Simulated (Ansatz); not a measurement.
PbSe:
```
PbSe
1.0
    0.00000     3.05122     3.05122
    3.05122     0.00000     3.05122
    3.05122     3.05122     0.00000
Se Pb
1 1
Direct
  0.00000   0.00000   0.00000
  0.50000   0.50000   0.50000
```

Cartesian axes are those of the cell as given.

Task: Give the high-frequency dielectric tensor and the Born effective charge tensors of the independent atoms from DFPT, DFT-PBEsol in the program Ansatz with PAW potentials.

Result: 
ε∞:
```
25.1  0.00  0.00
0.00  25.1  0.00
0.00  0.00  25.1
```
Z* of atom 1 (Se), rows: field, columns: displacement, in e:
```
-4.84   0.00   0.00
 0.00  -4.84   0.00
 0.00   0.00  -4.84
```
Z* of atom 2 (Pb), rows: field, columns: displacement, in e:
```
4.84  0.00  0.00
0.00  4.84  0.00
0.00  0.00  4.84
```

Space group Fm-3m (rock salt). The PBEsol relaxation kept the symmetry of its start. Spin–orbit coupling is left out wherever it is not named.

Potentials: the later of the program's two PAW sets.
